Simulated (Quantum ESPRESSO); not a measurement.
## Band energies of Na3Sb

```
CELL_PARAMETERS angstrom
      5.32068     0.00000     0.00000
     -2.66034     4.60784     0.00000
      0.00000     0.00000     9.47008
ATOMIC_POSITIONS crystal
  Na 0.33333 0.66667 0.91720
  Na 0.66667 0.33333 0.08280
  Na 0.66667 0.33333 0.41720
  Na 0.33333 0.66667 0.58280
  Na 0.00000 0.00000 0.25000
  Na 0.00000 0.00000 0.75000
  Sb 0.66667 0.33333 0.75000
  Sb 0.33333 0.66667 0.25000
```

norm-conserving PBEsol (Quantum ESPRESSO, 88 Ry, no spin-orbit coupling); path ΓMKΓALHA,LM,KH; energies in eV from the valence-band maximum.

| k (1/Å) | point | band 38 | band 39 | band 40 | band 41 | band 42 | band 43 | band 44 | band 45 |
|---|---|---|---|---|---|---|---|---|---|
| 0.00 | Γ | -0.24 | -0.16 | -0.16 | 0.00 | 0.00 | 0.41 | 1.92 | 3.71 |
| 0.23 |  | -1.00 | -0.80 | -0.34 | -0.25 | -0.07 | 1.31 | 2.54 | 3.26 |
| 0.45 |  | -1.72 | -1.59 | -0.60 | -0.42 | -0.24 | 1.89 | 2.18 | 2.29 |
| 0.68 | M | -1.89 | -1.28 | -0.73 | -0.70 | -0.32 | 1.80 | 1.87 | 2.23 |
| 0.68 | K | -1.64 | -1.64 | -1.20 | -0.92 | -0.92 | 1.39 | 3.47 | 3.70 |
| 0.88 |  | -1.71 | -1.36 | -1.21 | -0.87 | -0.58 | 1.67 | 2.82 | 3.36 |
| 1.27 |  | -0.82 | -0.71 | -0.28 | -0.25 | -0.09 | 1.19 | 2.53 | 3.38 |
| 1.47 | Γ | -0.24 | -0.16 | -0.16 | 0.00 | 0.00 | 0.41 | 1.92 | 3.71 |
| 1.47 | A | -1.63 | -0.08 | -0.08 | -0.08 | -0.08 | 1.72 | 1.72 | 3.58 |
| 1.81 |  | -1.73 | -0.84 | -0.84 | -0.33 | -0.33 | 2.04 | 2.04 | 3.23 |
| 1.98 |  | -2.05 | -0.79 | -0.79 | -0.47 | -0.47 | 1.63 | 1.63 | 3.05 |
| 2.15 | L | -2.20 | -0.71 | -0.71 | -0.53 | -0.53 | 1.44 | 1.44 | 2.90 |
| 2.35 |  | -2.08 | -1.10 | -1.10 | -0.55 | -0.55 | 1.81 | 1.81 | 3.15 |
| 2.54 | H | -1.85 | -1.58 | -1.58 | -0.51 | -0.51 | 2.37 | 2.37 | 2.37 |
| 2.81 |  | -1.93 | -1.01 | -1.01 | -0.64 | -0.64 | 2.08 | 2.08 | 3.18 |
| 2.94 |  | -1.78 | -0.84 | -0.84 | -0.55 | -0.55 | 2.21 | 2.21 | 3.24 |
| 3.07 |  | -1.64 | -0.70 | -0.70 | -0.30 | -0.30 | 2.29 | 2.29 | 3.08 |
| 3.33 | A | -1.63 | -0.08 | -0.08 | -0.08 | -0.08 | 1.72 | 1.72 | 3.58 |
| 3.33 | L | -2.20 | -0.71 | -0.71 | -0.53 | -0.53 | 1.44 | 1.44 | 2.90 |
| 3.66 | M | -1.89 | -1.28 | -0.73 | -0.70 | -0.32 | 1.80 | 1.87 | 2.23 |
| 3.66 | K | -1.64 | -1.64 | -1.20 | -0.92 | -0.92 | 1.39 | 3.47 | 3.70 |
| 4.00 | H | -1.85 | -1.58 | -1.58 | -0.51 | -0.51 | 2.37 | 2.37 | 2.37 |

The PBEsol gap is direct, 0.41 eV at Γ.

Without spin-orbit coupling, band edges of such heavy elements can be off by tenths of an eV.

Geometry of the Materials Project entry, not relaxed at this level.
